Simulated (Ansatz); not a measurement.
# Relaxation path: VSi (CsCl type)

DFT, LDA, PAW with Ansatz's default frozen-core files, scalar-relativistic (Ansatz 0.2.0); a Γ-centred 15×15×15 k mesh, Fermi–Dirac smearing of 0.1 eV, no spin polarisation. The run relaxes cell and atoms at a target pressure of 79 GPa.

Command: `ansatz run input.yaml --threads 1 --pin off --max-ram 3584MiB --backend cpu --events-out ev --progress --plain --runs-dir out` It took 9.9 s on 1 thread of Arm Neoverse V2, on a shared host, peak memory 0.32 GiB.

```yaml
crystal:
  lattice:
    - [2.7042014561, 0.0, 0.0]
    - [0.0, 2.7042014561, 0.0]
    - [0.0, 0.0, 2.7042014561]
  atoms:
    - { symbol: V, position: [0.0, 0.0, 0.0] }
    - { symbol: Si, position: [0.5, 0.5, 0.5] }
kpoints:
  mp_grid: { grid: [15, 15, 15] }
scf:
  occupations: { method: fermi_dirac, width: 0.1 }
hamiltonian:
  xc: lda
  pseudopotentials: { kind: paw }
output:
  forces: true
  stress: true
  eigenvalues: true
relax:
  f_tol: 0.005
  max_steps: 40
  cell: { p_target: 79.0, stress_tol: 0.04 }
```

Each step lists its enthalpy F + pV a cell above the last geometry, the pressure, the cell vectors (Å), and Cartesian positions (Å) with forces (eV/Å).

The first step:

```
step 1  dH = 18.05 meV  P = 67.6 GPa
  cell 2.7042 0.0000 0.0000  0.0000 2.7042 0.0000  0.0000 0.0000 2.7042
  V 0.0000 0.0000 0.0000   0.0000 0.0000 0.0000
  Si 1.3521 1.3521 1.3521   0.0000 0.0000 0.0000
```

The PAW files were made under PBE.

The symmetry of the start is kept and no stability test is made, so the end need not be the stable phase.

Problem. Where does the relaxation end, and by which steps?

Solution. After 4 geometries, with conventional a, b, c = 2.682, 2.682, 2.682 Å, at 9.643 Å³/atom (-2.47 % against the start) in space group Pm-3m, with a shortest distance of 2.322 Å. The further steps:
```
step 2  dH = 0.60 meV  P = 76.9 GPa
  cell 2.6856 0.0000 0.0000  0.0000 2.6856 0.0000  0.0000 0.0000 2.6856
  V 0.0000 0.0000 0.0000   0.0000 0.0000 0.0000
  Si 1.3428 1.3428 1.3428   0.0000 0.0000 0.0000
step 3  dH = 0.00 meV  P = 79.0 GPa
  cell 2.6816 0.0000 0.0000  0.0000 2.6816 0.0000  0.0000 0.0000 2.6816
  V 0.0000 0.0000 0.0000   0.0000 0.0000 0.0000
  Si 1.3408 1.3408 1.3408   0.0000 0.0000 0.0000
step 4  dH = 0.00 meV  P = 79.0 GPa
  cell 2.6817 0.0000 0.0000  0.0000 2.6817 0.0000  0.0000 0.0000 2.6817
  V 0.0000 0.0000 0.0000   0.0000 0.0000 0.0000
  Si 1.3409 1.3409 1.3409   0.0000 0.0000 0.0000
step 5  dH = 0.26 meV  P = 79.0 GPa  (same geometry on a basis chosen anew; earlier energies don't compare to the last digit)
  cell 2.6817 0.0000 0.0000  0.0000 2.6817 0.0000  0.0000 0.0000 2.6817
  V 0.0000 0.0000 0.0000   0.0000 0.0000 0.0000
  Si 1.3409 1.3409 1.3409   0.0000 0.0000 0.0000
```
